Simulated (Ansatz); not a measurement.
NbC:
```xyz
2
Lattice="0.0000 2.2425 2.2425 2.2425 0.0000 2.2425 2.2425 2.2425 0.0000" Properties=species:S:1:pos:R:3 pbc="T T T"
Nb     0.0000     0.0000     0.0000
C      2.2425     2.2425     2.2425
```

Relaxed with PBE.

Task: List the phonon frequencies at the special points (DFPT on a 5×5×5 q-mesh, Fourier-interpolated; DFT-PBE in the program Ansatz with PAW potentials).

Result: In cm⁻¹; no LO–TO term at Γ, as the run had none.

| q | frequencies |
|---|---|
| Γ | 0 0 0 516 516 516 |
| X | 209 209 241 545 545 588 |
| U | 178 213 228 548 566 585 |
| K | 178 213 228 548 566 585 |
| L | 120 120 207 579 579 652 |
| W | 182 230 230 552 552 594 |

Space group Fm-3m (rock salt). The PBE relaxation kept the symmetry of its start; phonons on a q-mesh show no instability. No spin polarisation was allowed. As this level gives no gap, phonon frequencies hold no LO–TO term and depend on the k-mesh and smearing (Fermi–Dirac, 0.1 eV here).

Potentials: the later of the program's two PAW sets.
